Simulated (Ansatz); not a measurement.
Computed with DFT PBE, scalar-relativistic, plane waves, PAW in Ansatz 0.2.0. All cells share a 420 eV cutoff and Γ-centred k meshes spaced at most about 0.3 Å⁻¹ (about 0.25 or finer for metals, 2π included). No spin polarisation in the final relaxations.

All energies are static (0 K, no zero-point motion).

Compare these two cells of Be₃WN₄, each relaxed at this level.

A.

```cif
data_structure
_symmetry_space_group_name_H-M 'I-42m'
_symmetry_Int_Tables_number 121
_cell_length_a 4.1745
_cell_length_b 4.1745
_cell_length_c 8.3067
_cell_angle_alpha 90.000
_cell_angle_beta 90.000
_cell_angle_gamma 90.000
_cell_volume 144.75
loop_
_atom_site_label
_atom_site_type_symbol
_atom_site_symmetry_multiplicity
_atom_site_Wyckoff_symbol
_atom_site_fract_x
_atom_site_fract_y
_atom_site_fract_z
_atom_site_occupancy
Be1 Be 4 d 0.50000 0.00000 0.25000 1
Be2 Be 2 b 0.50000 0.50000 0.00000 1
W1 W 2 a 0.00000 0.00000 0.00000 1
N1 N 8 i 0.24091 0.24091 0.37061 1
```

B.

```cif
data_structure
_symmetry_space_group_name_H-M 'Im-3m'
_symmetry_Int_Tables_number 229
_cell_length_a 4.9693
_cell_length_b 4.9693
_cell_length_c 4.9693
_cell_angle_alpha 90.000
_cell_angle_beta 90.000
_cell_angle_gamma 90.000
_cell_volume 122.71
loop_
_atom_site_label
_atom_site_type_symbol
_atom_site_symmetry_multiplicity
_atom_site_Wyckoff_symbol
_atom_site_fract_x
_atom_site_fract_y
_atom_site_fract_z
_atom_site_occupancy
Be1 Be 6 b 0.00000 0.00000 0.50000 1
W1 W 2 a 0.00000 0.00000 0.00000 1
N1 N 8 c 0.25000 0.25000 0.25000 1
```

**Question.** Which is lower in energy, and by how much?

**Answer.** A is lower, by 1.40 eV/atom. A has Be and W ordered on zinc blende sites, space group I-42m (No. 121), 9.0 Å³/atom and a gap of 3.19 eV on its mesh; B has Be and W ordered on caesium chloride sites, space group Im-3m (No. 229), 7.7 Å³/atom and no gap. Counting N atoms around Be and W (those within 1.25 times the shortest such distance or 1.15 times the sum of covalent radii; the shortest distance is added where it is long for a bond), A has Be 4, W 4 and B has Be 8 from 2.2 Å, W 8. The lower one is the more open, so pressure narrows the difference. Both come from invented guesses.

These runs have no spin–orbit coupling, which can matter for W. Kohn–Sham gaps at this level usually fall short of measured ones. Cells relaxed within their symmetry can be saddle points. The I-42m cell of Be3WN4 came from shaking the Im-3m one.
